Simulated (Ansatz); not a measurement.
## Nb: a jump of H

Level of theory: DFT PBE, scalar-relativistic, plane waves, PAW in Ansatz 0.2.0. Run with 420 eV cutoff, 3×3×3 k-mesh, Gaussian smearing of 0.10 eV, no spin polarisation.

Host crystal, relaxed:

```yaml
crystal:
  lattice:
    - [-1.65562, 1.65562, 1.65562]
    - [1.65562, -1.65562, 1.65562]
    - [1.65562, 1.65562, -1.65562]
  atoms:
    - { symbol: Nb, position: [0.00000, 0.00000, 0.00000] }
```

In a supercell of 32 host sites, interstitial H hops to an equivalent place, moving 1.17 Å between the relaxed ends. Climbing-image nudged elastic band at fixed cell with images 0 (start) to 6 (end), the path measured over all atoms, converged to 0.05 eV/Å; the order of the saddle wasn't checked, and the small cell leaves errors of about a tenth of an eV. Zero-point motion and tunnelling, which matter for H, are left out.

Supercell rows in host cell vectors: -2 0 2; -2 2 0; -4 -2 -2. H was set at (0.250, 0.500, 0.750) of the host cell.

At the relaxed start H has 4 Nb at 1.92 Å, 2 Nb at 2.99 Å, 2 Nb at 3.00 Å.

(1) What barrier does the band give, and what surrounds the atom at the top?

## Answers

(1) 0.15 eV at image 3, where H has 2 Nb at 1.86 Å, 1 Nb at 1.91 Å, 2 Nb at 2.38 Å, 1 Nb at 2.84 Å.

Cost: 1 run of about 79 core-minutes, on Intel Xeon Processor @ 2.70GHz (shared hosts).